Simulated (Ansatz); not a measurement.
**Ansatz 0.2.0, single run: Cd4Se3N2**

input.yaml:

```yaml
crystal:
  lattice:
    - [0.0, 3.8985, 0.0]
    - [6.561252, -1.94925, 0.0]
    - [0.160362, 1.94925, -7.767858]
  atoms:
    - { symbol: "N", position: [0.2874, 0.9347, 0.3599] }
    - { symbol: "N", position: [0.7126, 0.0653, 0.6401] }
    - { symbol: Cd, position: [0.2943, 0.73032, 0.14172] }
    - { symbol: Cd, position: [0.7057, 0.26968, 0.85828] }
    - { symbol: Se, position: [0.389, 0.5587, 0.7807] }
    - { symbol: Se, position: [0.611, 0.4413, 0.2193] }
    - { symbol: Se, position: [0.0, 0.0, 0.0] }
    - { symbol: Cd, position: [0.10692, 0.86064, 0.6468] }
    - { symbol: Cd, position: [0.89308, 0.13936, 0.3532] }
  symmetry: { tolerance: 0.0003 }
kpoints:
  mp_grid: { grid: [5, 5, 5], shift: [0, 0, 0] }
magnetization:
  spin_polarized: false
scf:
  occupations: { method: fermi_dirac }
  initial_density: { chi_scale: 0.0 }
hamiltonian:
  pseudopotentials: { kind: paw }
  xc: r2scan
basis:
  ecutwfc: 500
output:
  forces: true
  stress: true
  eigenvalues: true
total_charge: -1
```

The command:

```bash
ansatz run input.yaml --threads 1 --pin off --max-ram 2560MiB --backend cpu --events-out ev --progress --plain --runs-dir out
```

Origin of the cell: a known structure type with other elements, at an estimated volume, so it need not be a known compound.

The smearing width isn't typed, so it takes its default of 0.1 eV.

Output (shortened):

```
SCF iter   1: F=—  HF=-50272.084947 eV  Δρ=1.07e-1  dr2=4.29e1  dr2_τ=2.15e0  defer=65
SCF iter   2: F=—  HF=-50265.611984 eV  Δρ=3.12e-2  dr2=2.03e0  dr2_τ=1.13e0  defer=316
SCF iter   3: F=—  HF=-50265.222059 eV  Δρ=1.02e-2  dr2=2.32e-1  dr2_τ=9.27e-3  defer=285
SCF iter   4: F=—  HF=-50265.180158 eV  Δρ=4.87e-3  dr2=4.82e-2  dr2_τ=3.07e-3  defer=285
SCF iter   5: F=—  HF=-50265.168663 eV  Δρ=1.19e-3  dr2=2.70e-3  dr2_τ=2.61e-4  defer=282
SCF iter   6: F=—  HF=-50265.168317 eV  Δρ=2.78e-4  dr2=1.62e-4  dr2_τ=1.47e-5  defer=282
SCF iter   7: F=—  HF=-50265.168329 eV  Δρ=9.10e-5  dr2=2.73e-5  dr2_τ=8.89e-7  defer=282
SCF iter   8: F=—  HF=-50265.168463 eV  Δρ=3.07e-5  dr2=4.02e-6  dr2_τ=1.27e-7  defer=282
SCF iter   9: F=—  HF=-50265.168463 eV  Δρ=1.16e-5  dr2=7.45e-7  dr2_τ=1.29e-8  defer=282
SCF iter  10: F=—  HF=-50265.168463 eV  Δρ=6.05e-6  dr2=1.48e-7  dr2_τ=3.19e-9  defer=282
SCF iter  11: F=-50265.168463 eV  HF=-50265.168463 eV  Δρ=1.89e-6  dr2=1.71e-8  dr2_τ=5.70e-10
SCF 1 converged in 11 iterations: F = -50265.168463 eV  dr2 = 1.71e-8
SCF converged after 11 iterations
Free energy (F): -50265.168463 eV
Harris-Foulkes:  -50265.168463 eV  (|F-HF|=1.44e-8)
Internal energy: -50264.914155 eV  (E = F + TS)
E sigma→0 (E₀):  -50265.041309 eV
Entropy (-TS):   -0.254308 eV (-28.256 meV/atom)
Fermi energy:    8.362677 eV
--- Per-component energies (eV) ---
  E_band       = -3167.234178
  E_kinetic    = 2635.103787
  E_local      = -22235.486824  (includes V_loc(G=0)·N_el)
  E_nonlocal   = -1553.607840
  E_hartree    = 10513.689861
  E_xc         = -1090.272612
  E_vxc        = -1473.443765  (∫ρ·V_xc dr)
  E_paw        = -22456.177139  (= ΣΔE_a)
  E_vpaw       = -1661.893236  (= ΣTr[D̂ρ^β])
  E_aug_tail   = -0.000571  (compensation charges beyond the density's cutoff)
  E_vtau       = 94.716770  (kinetic-family band-sum trace: ∫τ·v_τ [+ j·A + Jᵃ·Aᵃ] dr)
  E_ewald      = -16070.550294
  E_core_change = -7.612523  (= ΣΔE_core)
  E_smearing   = -0.254308  (= −TS)
  E_deformation_potential = -14.224289  (in the stress; not in F)
  Σ components = -50265.168463   (vs F -50265.168463, Δ=0.00e0)
--- Forces (eV/Å), atoms counted from 1 ---
  atom   1  N      0.404193     0.000000    -0.394341
  atom   2  N     -0.404193     0.000000     0.394341
  atom   3  Cd    -0.316121    -0.000000     0.232081
  atom   4  Cd     0.316121     0.000000    -0.232081
  atom   5  Se     0.229510     0.000000    -0.048647
  atom   6  Se    -0.229510     0.000000     0.048647
  atom   7  Se     0.000000     0.000000     0.000000
  atom   8  Cd     0.484397    -0.000000     0.140650
  atom   9  Cd    -0.484397     0.000000    -0.140650
  max |Σ_I F_I| component: 1.11e-16 eV/Å
--- Stress (GPa, compression-positive) ---
       -2.173277       0.000000       0.105532
        0.000000      -3.651063       0.000000
        0.105532       0.000000      -5.001472
  P = ⅓ Tr σ = -3.6086 GPa (-36.086 kbar)
```

Caveats: charged cell with a uniform background, whose pressure depends on convention; no moments, though an odd count or open d shells may carry them; the k mesh is coarse if the cell is a metal.

The run took 40 s on 1 thread of Intel(R) Xeon(R) 6975P-C (Granite Rapids) (shared host), peak memory 1.2 GiB, from the program's own first density.
